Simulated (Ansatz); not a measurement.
Here is the system:

MgO:
```xyz
4
Lattice="3.2888 0.0000 0.0000 -1.6444 2.8482 0.0000 0.0000 0.0000 5.0323" Properties=species:S:1:pos:R:3 pbc="T T T"
Mg     0.0000     1.8988     0.0244
Mg     1.6444     0.9494     2.5406
O      0.0000     1.8988     2.0116
O      1.6444     0.9494     4.5278
```

This is the r²SCAN-relaxed structure.

Problem. All from the program Ansatz at the r²SCAN level (PAW), unless another level is named. Predict the formation energy from the elements (no fitted shifts).

Solution. -2.84 eV/atom.

Problem. Predict the HSE06 gap on the r²SCAN cell.

Solution. 5.16 eV.

Problem. Next, the hole effective mass?

Solution. 0.41, 6.1, 6.1 mₑ (principal values).

Problem. Predict the electron effective mass.

Solution. 0.36 mₑ (isotropic).

Problem. And the valence-band maximum?

Solution. at Γ.

Space group P6_3mc (wurtzite). The first step of the workflow began from a Materials Project structure, measured or hypothetical; the Crystallography Open Database copy checked does not list it. It is not the phase usual at ambient conditions (space group No. 225). The cell was relaxed with r²SCAN under the symmetry of its start; whether a distortion lowers the energy is not shown. The references are the lowest solids computed at this level, not always the standard phases (solids in place of the gases).

Potentials: the later of the program's two PAW sets.
